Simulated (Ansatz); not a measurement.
Input for Ansatz (plane-wave DFT, PAW):

```yaml
crystal:
  lattice:
    - [4.0235145657, 0.0, 0.0]
    - [0.0, 4.0235145657, 0.0]
    - [0.0, 0.0, 4.0235145657]
  atoms:
    - { symbol: Ag, position: [0.5, 0.0, 0.5] }
    - { symbol: Ag, position: [0.0, 0.5, 0.5] }
    - { symbol: Ag, position: [0.5, 0.5, 0.0] }
    - { symbol: Au, position: [0.0, 0.0, 0.0] }
basis:
  ecutwfc: 500
kpoints:
  mp_grid: { grid: [10, 10, 10] }
hamiltonian:
  xc: r2scan
scf:
  occupations: { method: gaussian, width: 0.1 }
output:
  forces: true
  stress: true
  eigenvalues: true
  write_density: true
  write_potential: true
  elf: true
  volumetric_format: npy
```

Run as
```bash
ansatz run input.yaml --threads 1 --pin off --max-ram 2560MiB --backend cpu --events-out ev --progress --plain --runs-dir out
```

Theory: DFT r2SCAN, scalar-relativistic, plane waves, PAW in Ansatz 0.2.0.

Part of what the program printed, abridged (iterations and final results):

```
SCF iter   1: F=—  HF=-35975.486572 eV  |F-HF|=—  |Δ(HF+E_count)|=         —  Δρ=1.31e-2  dr2=1.17e-1  dr2_τ=1.01e-2  ethr=1.77e-3  ⟨swp⟩=5.9  Hψ=8422  notcnv=0  defer=53
SCF iter   2: F=—  HF=-35975.469134 eV  |F-HF|=—  |Δ(HF+E_count)|=   1.74e-2  Δρ=6.18e-3  dr2=2.25e-2  dr2_τ=2.87e-3  ethr=1.54e-4  ⟨swp⟩=2.4  Hψ=4235  notcnv=0  defer=76
SCF iter   3: F=—  HF=-35975.469344 eV  |F-HF|=—  |Δ(HF+E_count)|=   2.10e-4  Δρ=2.11e-3  dr2=2.49e-3  dr2_τ=1.21e-4  ethr=2.96e-5  ⟨swp⟩=2.3  Hψ=3444  notcnv=0  defer=76
SCF iter   4: F=—  HF=-35975.469838 eV  |F-HF|=—  |Δ(HF+E_count)|=   4.94e-4  Δρ=6.40e-4  dr2=2.22e-4  dr2_τ=1.61e-5  ethr=3.28e-6  ⟨swp⟩=2.0  Hψ=4543  notcnv=0  defer=76
SCF iter   5: F=—  HF=-35975.469877 eV  |F-HF|=—  |Δ(HF+E_count)|=   3.96e-5  Δρ=2.51e-4  dr2=4.74e-5  dr2_τ=2.46e-6  ethr=2.92e-7  ⟨swp⟩=2.1  Hψ=3760  notcnv=0  defer=76
SCF iter   6: F=—  HF=-35975.469932 eV  |F-HF|=—  |Δ(HF+E_count)|=   5.48e-5  Δρ=9.90e-5  dr2=7.19e-6  dr2_τ=3.09e-7  ethr=6.24e-8  ⟨swp⟩=2.0  Hψ=3958  notcnv=0  defer=76
SCF iter   7: F=—  HF=-35975.469934 eV  |F-HF|=—  |Δ(HF+E_count)|=   1.85e-6  Δρ=2.95e-5  dr2=7.42e-7  dr2_τ=3.22e-8  ethr=9.46e-9  ⟨swp⟩=2.0  Hψ=3669  notcnv=0  defer=76
SCF iter   8: F=-35975.469934 eV  HF=-35975.469934 eV  |F-HF|=1.53e-8  |Δ(HF+E_count)|=   2.48e-7  Δρ=8.77e-6  dr2=6.28e-8  dr2_τ=2.21e-9  ethr=1.32e-10  ⟨swp⟩=11.0  Hψ=17939  notcnv=0
SCF 1 converged in 8 iterations: F = -35975.469934 eV  dr2 = 6.28e-8
SCF converged after 8 iterations
Free energy (F): -35975.469934 eV
Harris-Foulkes:  -35975.469934 eV  (|F-HF|=1.53e-8)
Internal energy: -35975.463655 eV  (E = F + TS)
E sigma→0 (E₀):  -35975.466795 eV
Entropy (-TS):   -0.006279 eV (-1.570 meV/atom)
Fermi energy:    19.253876 eV
--- Per-component energies (eV) ---
  E_band       = -915.661354
  E_kinetic    = 2193.741521
  E_local      = -8020.172971  (includes V_loc(G=0)·N_el)
  E_nonlocal   = 318.664596
  E_hartree    = 3634.887673
  E_xc         = -755.900177
  E_vxc        = -1098.980863  (∫ρ·V_xc dr)
  E_paw        = -21497.945403  (= ΣΔE_a)
  E_vpaw       = -1656.528420  (= ΣTr[D̂ρ^β])
  E_aug_tail   = 0.000999  (compensation charges beyond the density's cutoff)
  E_vtau       = 77.825629  (kinetic-family band-sum trace: ∫τ·v_τ [+ j·A + Jᵃ·Aᵃ] dr)
  E_ewald      = -11847.035638
  E_core_change = -1.704256  (= ΣΔE_core)
  E_smearing   = -0.006279  (= −TS)
--- Forces (eV/Å), atoms counted from 1 ---
  atom   1  Ag     0.00000000     0.00000000     0.00000000
  atom   2  Ag     0.00000000     0.00000000     0.00000000
  atom   3  Ag     0.00000000     0.00000000     0.00000000
  atom   4  Au     0.00000000     0.00000000     0.00000000
--- Stress (GPa, compression-positive) ---
        8.489362       0.000000       0.000000
        0.000000       8.489362       0.000000
        0.000000       0.000000       8.489362
  P = ⅓ Tr σ = 8.4894 GPa (84.894 kbar)
--- Band table (eV; the first three rows and the last of 56) ---
  k-point 0: bands = ["-88.5725", "-75.5252", "-75.5028", "-75.5028", "-39.4396", "-39.4396", "-39.4396", "-38.2068", "-38.2068", "-38.2068", "-38.1171", "-38.1171", "-38.1171", "-38.0707", "-38.0707", "-38.0707", "10.2854", "11.9910", "11.9910", "12.0293", "12.1623", "12.1623", "12.1623", "13.9538", "13.9538", "13.9538", "15.1549", "15.1549", "15.9119", "16.1698", "16.1698", "16.1698", "16.3335", "16.3335", "16.7976", "16.7976", "16.7976", "20.8055", "20.8055", "20.8055", "25.2216", "27.1841", "27.1841", "30.4425", "30.4425", "30.4425"]
  k-point 1: bands = ["-88.5725", "-75.5248", "-75.5033", "-75.5028", "-39.4394", "-39.4394", "-39.4393", "-38.2052", "-38.2052", "-38.2039", "-38.1176", "-38.1176", "-38.1172", "-38.0744", "-38.0722", "-38.0722", "10.4003", "12.0487", "12.0554", "12.0902", "12.2008", "12.2223", "12.2223", "13.9036", "13.9988", "13.9988", "15.1051", "15.1739", "15.8622", "16.0117", "16.0117", "16.1699", "16.2627", "16.2896", "16.6101", "16.6101", "16.7968", "20.0782", "21.1556", "21.1556", "25.5049", "27.1514", "27.7903", "30.0866", "30.1676", "30.1676"]
  k-point 2: bands = ["-88.5725", "-75.5234", "-75.5047", "-75.5028", "-39.4388", "-39.4388", "-39.4385", "-38.2006", "-38.2006", "-38.1953", "-38.1189", "-38.1189", "-38.1175", "-38.0850", "-38.0761", "-38.0761", "10.7341", "12.1988", "12.2371", "12.2747", "12.3137", "12.4016", "12.4016", "13.7603", "14.1318", "14.1318", "14.9691", "15.2276", "15.5414", "15.5414", "15.7085", "16.0618", "16.1702", "16.1802", "16.2435", "16.2435", "16.7946", "18.6284", "22.0224", "22.0224", "25.7324", "27.0603", "29.2725", "29.4078", "29.4078", "29.5403"]
  k-point 55: bands = ["-88.5724", "-75.5102", "-75.5102", "-75.5102", "-39.4429", "-39.4429", "-39.4429", "-38.2631", "-38.1775", "-38.1775", "-38.1775", "-38.0899", "-38.0899", "-38.0697", "-38.0697", "-38.0697", "11.7081", "12.0898", "12.0898", "12.0898", "13.8987", "13.8987", "13.8987", "13.9084", "13.9084", "13.9084", "13.9618", "13.9618", "15.9424", "15.9424", "15.9424", "16.3532", "16.3532", "16.3532", "16.4143", "16.4143", "18.6509", "18.6509", "18.6509", "18.7633", "21.4199", "23.7390", "23.7390", "23.7390", "34.7239", "34.7239"]
```

The calculation finished and met its thresholds.

Spin–orbit coupling is left out, which can shift energies with elements as heavy as these.